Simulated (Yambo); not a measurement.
A G0W0@PBEsol run in Yambo for AgBr (rock salt, space group Fm-3m, No. 225) (4×4×4 Γ-centred k mesh, bands 9 to 184 and a 8 Ry block in the screening, 184 bands in G with the Bruneval-Gonze terminator, plasmon pole fitted at 27.2 eV) gives these matrix elements, in eV, at the band edges (L → Γ):

| state | E0 | <Vxc> | <Σx> | <Σc(E0)> | Z |
|---|---|---|---|---|---|
| valence edge | 0.000 | -19.501 | -23.676 | 3.145 | 0.802 |
| conduction edge | 0.415 | -10.989 | -6.785 | -3.687 | 0.827 |

### Question
Solve the linearised quasiparticle equation for both states, give the gap, and say how exchange and correlation each act on it.

### Answer
E = E0 + Z(Σx + Σc − Vxc). Valence: 0.000 + 0.802 × (-23.676 + (3.145) − (-19.501)) = -0.83 eV. Conduction: 0.415 + 0.827 × (-6.785 + (-3.687) − (-10.989)) = 0.84 eV. The gap is 1.67 eV, against 0.41 eV in PBEsol. Replacing Vxc by bare exchange alone would open it by 8.38 eV; correlation takes back 6.83 eV of that, and Z scales what is left. Convergence of the G0W0 settings was not tested. 

Spin-orbit coupling is included.

Geometry relaxed with PBEsol; primitive cell a = b = c = 4.0128 Å, α = β = γ = 60.00°.
